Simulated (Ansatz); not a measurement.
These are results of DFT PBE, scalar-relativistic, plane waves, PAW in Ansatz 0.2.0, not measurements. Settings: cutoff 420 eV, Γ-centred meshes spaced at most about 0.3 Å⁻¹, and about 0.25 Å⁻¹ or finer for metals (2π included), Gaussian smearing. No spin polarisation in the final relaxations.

Temperature and zero-point effects are left out.

Compare these two cells of B4Ru, each relaxed at this level.

1.

```yaml
crystal:
  lattice:
    - [3.62111, 0.00000, 0.00000]
    - [0.00000, 3.62111, 0.00000]
    - [0.00000, 0.00000, 3.62111]
  atoms:
    - { symbol: B, position: [0.32808, 0.32808, 0.32808] }
    - { symbol: B, position: [0.67192, 0.67192, 0.32808] }
    - { symbol: B, position: [0.32808, 0.67192, 0.67192] }
    - { symbol: B, position: [0.67192, 0.32808, 0.67192] }
    - { symbol: Ru, position: [0.00000, 0.00000, 0.00000] }
```

2.

```yaml
crystal:
  lattice:
    - [-2.36237, 2.36237, 2.36237]
    - [2.36237, -2.36237, 2.36237]
    - [2.36237, 2.36237, -2.36237]
  atoms:
    - { symbol: B, position: [0.50000, 0.50000, 0.50000] }
    - { symbol: B, position: [0.50000, 0.00000, 0.00000] }
    - { symbol: B, position: [0.00000, 0.00000, 0.50000] }
    - { symbol: B, position: [0.00000, 0.50000, 0.00000] }
    - { symbol: Ru, position: [0.00000, 0.00000, 0.00000] }
```

Task: Which would you expect to be lower, and how large is the difference?

Result: Cell 2 is lower, by 107 meV/atom. Cell 1 has space group P-43m (No. 215), 9.5 Å³/atom and no gap on its mesh; cell 2 has space group Im-3m (No. 229), 10.5 Å³/atom and no gap. Counting B atoms around Ru (those within 1.25 times the shortest such distance or 1.15 times the sum of covalent radii, 1.27 where that leaves under three), cell 1 has Ru 4 and cell 2 has Ru 8. Cell 1 holds B–B units of three or more atoms (shortest 1.76 Å); in cell 2 the shortest B–B distance is 2.36 Å. The lower one is the more open, so pressure narrows the difference. Even the lower one lies +0.94 eV/atom against the reference forms of the elements (uncorrected), so neither is stable at this level. Both come from invented guesses. A third cell relaxed alike, in C2/m, lies 0.99 eV/atom below the lower of the two; the P-43m cell fell into it when its atoms were moved at random.

Cells relaxed within their symmetry can be saddle points.
